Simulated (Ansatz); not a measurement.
TiGeS₃:
```xyz
20
Lattice="8.7430 0.0000 0.0000 0.0000 3.4070 0.0000 0.0000 0.0000 12.6169" Properties=species:S:1:pos:R:3 pbc="T T T"
Ti     7.3788     2.5552     5.7832
Ti     1.3642     0.8517     6.8337
Ti     5.7357     0.8517    12.0917
Ti     3.0073     2.5552     0.5252
Ge     4.8865     0.8517     4.3011
Ge     3.8565     2.5552     8.3158
Ge     8.2280     2.5552    10.6096
Ge     0.5150     0.8517     2.0073
S      0.0712     0.8517     4.8650
S      8.6718     2.5552     7.7519
S      4.3003     2.5552    11.1735
S      4.4427     0.8517     1.4434
S      6.3691     2.5552     3.5980
S      2.3738     0.8517     9.0189
S      6.7453     0.8517     9.9065
S      1.9976     2.5552     2.7104
S      5.8781     0.8517     6.5500
S      2.8649     2.5552     6.0669
S      7.2364     2.5552     0.2415
S      1.5066     0.8517    12.3754
```

Relaxed with LDA. Special points in fractions of this cell's reciprocal vectors: Γ (0.000, 0.000, 0.000); X (0.500, 0.000, 0.000); S (0.500, 0.500, 0.000); Y (0.000, 0.500, 0.000); Z (0.000, 0.000, 0.500); U (0.500, 0.000, 0.500); R (0.500, 0.500, 0.500); T (0.000, 0.500, 0.500).

### Question
List the band energies nearest the valence-band maximum at these points for LDA (plane waves, PAW; program Ansatz).

### Answer
In eV from the valence-band maximum; about four levels below and three above (degenerate sets whole), none deeper than 8.9 eV; points with the same levels are listed once.

```csv
k,below,above
Γ,-0.51 -0.43 -0.34 -0.30,0.29 0.34 0.37
X,-0.51 -0.51 -0.15 -0.15,0.05 0.05 0.36 0.36
S,-1.29 -1.29 -1.29 -1.29,0.58 0.58 0.58 0.58
Y,-1.63 -1.63 -1.26 -1.26,0.28 0.28 0.55 0.55
Z,-0.45 -0.45 -0.31 -0.31,0.26 0.26 0.41 0.41
U,-0.69 -0.69 -0.14 -0.14,0.16 0.16 0.34 0.34
R,-1.27 -1.27 -1.27 -1.27,0.53 0.53 0.53 0.53
T,-1.53 -1.53 -0.93 -0.93,0.19 0.19 0.49 0.49
```

Space group Pnma. The first step of the workflow began from a Materials Project structure, measured or hypothetical; the Crystallography Open Database files this formula in space group No. 62, but the cells were not matched. Its standing as an ambient phase is unchecked. The cell was relaxed with LDA under the symmetry of its start; its stability against distortions is not shown here. The run is not spin-polarised. A crystal of weakly bound chains computed without a dispersion correction: the cell and the soft elastic constants depend strongly on that. Spin–orbit coupling is left out wherever it is not named.

Potentials: the later of the program's two PAW sets.
